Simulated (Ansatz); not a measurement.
## Kick test of a cell of Mg2NiSe3

The cell was found from a structure generator's guess, not taken from experiment.

Method: DFT PBE, scalar-relativistic, plane waves, PAW (Ansatz 0.2.0). Plane waves to 420 eV, a k mesh through Γ of 12×12×2 on the computed 12-atom cell and Gaussian smearing (0.01 eV); collinear spin from starting moments 0.0 0.0 0.0 0.0 0.9 -0.9 0.0 0.0 0.0 0.0 0.0 0.0 μB.

The cell below (12 atoms, space group P-6m2 (No. 187)) is relaxed within its symmetry.

```
Mg Ni Se
1.0
     3.83319    0.00000    0.00000
    -1.91660    3.31964    0.00000
     0.00000    0.00000   18.11139
Mg Ni Se
4 2 6
Direct
  0.00000 0.00000 0.58945
  0.00000 0.00000 0.23157
  0.00000 0.00000 0.76843
  0.00000 0.00000 0.41055
  0.00000 0.00000 0.07293
  0.00000 0.00000 0.92707
  0.33333 0.66667 0.67908
  0.33333 0.66667 0.00000
  0.33333 0.66667 0.32092
  0.66667 0.33333 0.85923
  0.66667 0.33333 0.14077
  0.66667 0.33333 0.50000
```

For the test it was strained at random (σ = 1.5 % a component), the atoms were moved at random (σ = 0.15 Å), and all was relaxed again on a coarse 6×6×2 mesh (in the run’s order of axes) with 0.20 eV smearing, with no symmetry imposed.

No Hubbard U is applied to the 3d shell of Ni. The magnetic state reached may not be the lowest.

Question: What happens?

Answer: It returns, within 1 meV/atom of the unmoved cell on that mesh and with the same symmetry when read at 0.1 Å. So it is stable against the distortions that fit this cell and that this random move excites. Modes that don't fit the cell aren't tested.
